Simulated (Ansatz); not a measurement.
AlCu in space group C2/m (No. 12; Pearson symbol mS20), the program Ansatz at the r²SCAN level (PAW), all energies at zero smearing, with the estimated change up to a 700 eV cutoff added, with one set of potentials and settings (totals compare only within such a set). Cell of 10 atoms (5 Al, 5 Cu): -35860.714 eV.

| element | reference phase | E (eV/atom) |
|---|---|---|
| Al | Fm-3m, 1 atoms in the cell | -540.4106 |
| Cu | Fm-3m, 1 atoms in the cell | -6631.2549 |

Formation energy per atom, worked out: (-35860.714 − 5×(-540.4106) − 5×(-6631.2549))/10 = -0.239 eV/atom (-23 kJ per mol of atoms), at 0 K, without zero-point energy or fitted corrections.

The workflow started from a Materials Project entry (that database holds measured and hypothetical structures alike); the Crystallography Open Database files this formula in space group No. 12, but the cells were not matched. Whether it is the stable phase at ambient conditions was not checked. Symmetry was held in the r²SCAN relaxation; its stability against distortions is not shown here. No spin polarisation was allowed. The references are the lowest solids computed at this level, not always the standard phases.

Potentials: the earlier of the program's two PAW sets.
